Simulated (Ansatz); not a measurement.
Cu3Pd: do energies and stresses tell the same story?

Theory: Ansatz, DFT r2SCAN, scalar-relativistic, plane waves, PAW.

Cutoff 500 eV; k points 12×12×12 on the computed 4-atom cell (Γ-centred); Gaussian smearing, width 0.10 eV; no spin polarisation.

Relaxed cell: Pm-3m, a = 3.672 Å, b = 3.672 Å, c = 3.672 Å, α = 90.00°, β = 90.00°, γ = 90.00°, 4 atoms in the primitive cell. Whether it is the stable form of this composition wasn't checked.

Energies at zero smearing and pressures from the stress tensor, at volumes with shape and atoms relaxed:
```json
{"V (Å³/atom)": "10.894", "E − E(first) (meV/atom)": "0.00", "P (GPa)": "30.04"}
{"V (Å³/atom)": "11.266", "E − E(first) (meV/atom)": "-58.01", "P (GPa)": "20.33"}
{"V (Å³/atom)": "11.637", "E − E(first) (meV/atom)": "-95.47", "P (GPa)": "12.26"}
{"V (Å³/atom)": "12.008", "E − E(first) (meV/atom)": "-115.84", "P (GPa)": "5.56"}
{"V (Å³/atom)": "12.380", "E − E(first) (meV/atom)": "-122.05", "P (GPa)": "0.00"}
{"V (Å³/atom)": "12.751", "E − E(first) (meV/atom)": "-116.52", "P (GPa)": "-4.60"}
{"V (Å³/atom)": "13.123", "E − E(first) (meV/atom)": "-101.32", "P (GPa)": "-8.40"}
{"V (Å³/atom)": "13.618", "E − E(first) (meV/atom)": "-68.79", "P (GPa)": "-12.49"}
```

Task: Check P = −dE/dV between neighbouring volumes, and get the bulk modulus from the pressures alone.

Result: With 1 eV/Å³ = 160.2 GPa:
| middle V (Å³/atom) | −ΔE/ΔV (GPa) | mean P (GPa) |
| --- | --- | --- |
| 11.080 | 25.026 | 25.188 |
| 11.451 | 16.158 | 16.299 |
| 11.823 | 8.791 | 8.914 |
| 12.194 | 2.675 | 2.784 |
| 12.565 | -2.385 | -2.296 |
| 12.937 | -6.558 | -6.500 |
| 13.370 | -10.523 | -10.449 |

The two differ by 0.16 GPa at most. The mean of two end pressures misses the average over a step by about ΔV² P″/12, up to 0.15 GPa here; with that taken off 0.02 GPa remains. Around V = 12.380 Å³/atom, the two neighbours give B = −V ΔP/ΔV = 12.380 × 10.16 / 0.743 = 169.3 GPa, against B0 = 168.1 GPa from the Birch–Murnaghan fit of the energies.

Cost: 9 runs of about 6.8 core-minutes in all, on Arm Neoverse V1 (shared hosts).